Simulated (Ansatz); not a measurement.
Calculated with Ansatz: SiO₂, relaxation

Launch command:

```bash
ansatz run input.yaml --threads 2 --pin off --max-ram 2560MiB --backend cpu --events-out ev --progress --plain --runs-dir out
```

Input:

```yaml
crystal:
  lattice:
    - [5.03612599, 0.0, 0.0]
    - [0.0, 5.03612599, 0.0]
    - [0.0, 0.0, 7.00028624]
  atoms:
    - { symbol: Si, position: [0.3047, 0.3047, 0.0] }
    - { symbol: Si, position: [0.1953, 0.8047, 0.25] }
    - { symbol: Si, position: [0.6953, 0.6953, 0.5] }
    - { symbol: Si, position: [0.8047, 0.1953, 0.75] }
    - { symbol: O, position: [0.2381, 0.1109, 0.1826] }
    - { symbol: O, position: [0.3891, 0.7381, 0.4326] }
    - { symbol: O, position: [0.7619, 0.8891, 0.6826] }
    - { symbol: O, position: [0.6109, 0.2619, 0.9326] }
    - { symbol: O, position: [0.7381, 0.3891, 0.5674] }
    - { symbol: O, position: [0.8891, 0.7619, 0.3174] }
    - { symbol: O, position: [0.2619, 0.6109, 0.0674] }
    - { symbol: O, position: [0.1109, 0.2381, 0.8174] }
  symmetry: { tolerance: 0.0003 }
kpoints:
  mp_grid: { grid: [5, 5, 4], shift: [0, 0, 0] }
magnetization:
  spin_polarized: false
scf:
  occupations: { method: fermi_dirac }
  lower_state_search: "off"
hamiltonian:
  pseudopotentials: { kind: paw }
  xc: r2scan
basis:
  ecutwfc: 500
  fft_grid_basis: typed
relax:
  max_steps: 40
  cell: { p_target: 0.0 }
  f_tol: 0.03
output:
  forces: true
  stress: true
  eigenvalues: true
  bader: true
  populations: true
  elf: true
  write_potential: true
  volumetric_format: npy
  dos:
    e_range: [-12, 8]
    de: 0.05
    projected: { site_lists: { O: [O], Si: [Si] } }
  write_density: true
checkpoint:
  read: saved_state
```

Origin of the cell: a database entry, scaled a little.

The smearing width isn't typed, so it takes its default of 0.1 eV.

The saved state is a converged single point of the same cell.

Steps («new basis» is an SCF on plane waves selected anew at the same cell):

```
step  ΔF (meV/atom)  max force component (eV/Å)  P (GPa)  volume (Å³)  SCF iterations   step was
   1            0.0                       0.510    -6.61       177.55               5   accepted
   2           -9.6                       0.319    -3.60       174.00               5   accepted
   3          -13.6                       0.026     0.31       169.93               5   accepted
   4          -13.7                       0.008     0.17       170.36               6   accepted
   5          -13.7                       0.002     0.01       171.18               7   accepted
   6          -13.5                       0.002     0.03       171.18               5  new basis
```

Step 1, with forces in eV/Å:

```xyz
12
Lattice="5.036 0.000 0.000 0.000 5.036 0.000 0.000 0.000 7.000" Properties=species:S:1:pos:R:3:forces:R:3 pbc="T T T" step=1
Si    1.535    1.535    0.000   -0.298   -0.298    0.000
Si    0.984    4.053    1.750    0.298   -0.298    0.000
Si    3.502    3.502    3.500    0.298    0.298    0.000
Si    4.053    0.984    5.250   -0.298    0.298    0.000
O     1.199    0.559    1.278    0.084   -0.024   -0.510
O     1.960    3.717    3.028    0.024    0.084   -0.510
O     3.837    4.478    4.778   -0.084    0.024   -0.510
O     3.077    1.319    6.528   -0.024   -0.084   -0.510
O     3.717    1.960    3.972    0.084    0.024    0.510
O     4.478    3.837    2.222    0.024   -0.084    0.510
O     1.319    3.077    0.472   -0.084   -0.024    0.510
O     0.559    1.199    5.722   -0.024    0.084    0.510
```

Step 2, with forces in eV/Å:

```xyz
12
Lattice="5.003 0.000 0.000 0.000 5.003 0.000 0.000 0.000 6.951" Properties=species:S:1:pos:R:3:forces:R:3 pbc="T T T" step=2
Si    1.524    1.524    0.000   -0.220   -0.220    0.000
Si    0.978    4.025    1.738    0.220   -0.220    0.000
Si    3.480    3.480    3.475    0.220    0.220    0.000
Si    4.025    0.978    5.213   -0.220    0.220    0.000
O     1.191    0.557    1.270    0.052    0.041   -0.319
O     1.945    3.692    3.008   -0.041    0.052   -0.319
O     3.812    4.446    4.745   -0.052   -0.041   -0.319
O     3.058    1.311    6.483    0.041   -0.052   -0.319
O     3.692    1.945    3.943    0.052   -0.041    0.319
O     4.446    3.812    2.206   -0.041   -0.052    0.319
O     1.311    3.058    0.468   -0.052    0.041    0.319
O     0.557    1.191    5.681    0.041    0.052    0.319
```

Step 3, with forces in eV/Å:

```xyz
12
Lattice="4.967 0.000 0.000 0.000 4.967 0.000 0.000 0.000 6.889" Properties=species:S:1:pos:R:3:forces:R:3 pbc="T T T" step=3
Si    1.510    1.510    0.000   -0.026   -0.026    0.000
Si    0.973    3.994    1.722    0.026   -0.026    0.000
Si    3.456    3.456    3.444    0.026    0.026    0.000
Si    3.994    0.973    5.167   -0.026    0.026    0.000
O     1.182    0.556    1.258   -0.014    0.016    0.013
O     1.928    3.665    2.980   -0.016   -0.014    0.013
O     3.785    4.411    4.702    0.014   -0.016    0.013
O     3.039    1.301    6.425    0.016    0.014    0.013
O     3.665    1.928    3.909   -0.014   -0.016   -0.013
O     4.411    3.785    2.186   -0.016    0.014   -0.013
O     1.301    3.039    0.464    0.014    0.016   -0.013
O     0.556    1.182    5.631    0.016   -0.014   -0.013
```

Step 4, with forces in eV/Å:

```xyz
12
Lattice="4.970 0.000 0.000 0.000 4.970 0.000 0.000 0.000 6.898" Properties=species:S:1:pos:R:3:forces:R:3 pbc="T T T" step=4
Si    1.508    1.508    0.000   -0.007   -0.007    0.000
Si    0.977    3.993    1.725    0.007   -0.007    0.000
Si    3.461    3.461    3.449    0.007    0.007    0.000
Si    3.993    0.977    5.174   -0.007    0.007    0.000
O     1.182    0.553    1.258   -0.005    0.008   -0.001
O     1.932    3.667    2.983   -0.008   -0.005   -0.001
O     3.787    4.417    4.707    0.005   -0.008   -0.001
O     3.037    1.302    6.432    0.008    0.005   -0.001
O     3.667    1.932    3.916   -0.005   -0.008    0.001
O     4.417    3.787    2.191   -0.008    0.005    0.001
O     1.302    3.037    0.466    0.005    0.008    0.001
O     0.553    1.182    5.640    0.008   -0.005    0.001
```

Step 6, with forces in eV/Å:

```xyz
12
Lattice="4.977 0.000 0.000 0.000 4.977 0.000 0.000 0.000 6.912" Properties=species:S:1:pos:R:3:forces:R:3 pbc="T T T" step=6
Si    1.507    1.507    0.000   -0.001   -0.001    0.000
Si    0.982    3.995    1.728    0.001   -0.001    0.000
Si    3.470    3.470    3.456    0.001    0.001    0.000
Si    3.995    0.982    5.184   -0.001    0.001    0.000
O     1.185    0.547    1.256    0.001    0.000   -0.002
O     1.942    3.673    2.984    0.000    0.001   -0.002
O     3.792    4.430    4.712   -0.001    0.000   -0.002
O     3.035    1.304    6.440    0.000   -0.001   -0.002
O     3.673    1.942    3.928    0.001    0.000    0.002
O     4.430    3.792    2.200    0.000   -0.001    0.002
O     1.304    3.035    0.472   -0.001    0.000    0.002
O     0.547    1.185    5.656    0.000    0.001    0.002
```

- Free energy lowered by: 13.5 meV/atom
- Volume change: -3.58 %
- Final pressure: 0.03 GPa
- Relaxation steps listed: 6
- Formation energy (elements under the same functional, gases as molecules, uncorrected): -3.015 eV/atom

Caveats: the relaxation held the start's symmetry, so the end may be a saddle point.

It ran for 110 s of wall time on 2 CPU thread(s) of a shared host, from a saved density.
